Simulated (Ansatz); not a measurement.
**Cu₂SO₄: 65Cu nuclear quadrupole resonance**

Cell: a computed structure from the Materials Project (it need not be an observed phase), atoms as given.

Space group Fddd:1 (No. 70); a = 4.6060, b = 10.8710, c = 15.0136 Å.

```
site  Wyckoff  site symmetry       x       y       z
  Cu      16g            ..2  0.2500  0.2500  0.4483
   S       8b            222  0.7500  0.7500  0.7500
   O      32h              1  0.9348  0.8283  0.8091
```

One atom of each set is listed; the run and its k-mesh use a cell of 14 atoms with edges of 9.27, 7.85, 5.90 Å.

All values are calculated (Ansatz; DFT, PBE, plane waves and PAW, scalar-relativistic, 420 eV cutoff, Γ-centred 6×6×6 k-points, Fermi–Dirac smearing 0.02 eV), not measured.

65Cu: I = 3/2, Q = -204.0 mb (year-2017 value). Static lattice, zero field.

Question: At which frequencies do the 65Cu NQR lines lie?

Answer: For I = 3/2 there is one line, ν = (|C_Q|/2)(1 + η²/3)^½.

```csv
site,atoms,V_zz (10²¹ V/m²),C_Q (MHz),η,line frequencies (MHz)
Cu,4,-3.17,15.6,0.54,8.20
```

Question: And for ⁶³Cu (I = 3/2, Q = -220.0 mb) on Cu?

Answer: C_Q scales with Q to 16.9 MHz, with lines at 8.84 MHz.

At Cu V_zz points along the line of its two bonds (within 4°).

Semilocal functionals underestimate gradients at Cu(I) with two or three neighbours, in Cu₂O by a fifth to nearly a half.

Hardware: 1 thread of Arm Neoverse V1 (aarch64; 8 cores open to the job, memory cap 2.5 GiB, no GPU), a shared host with a load of 0.5 a core. Wall time 67 s, CPU time 67 s, peak memory 0.77 GiB.
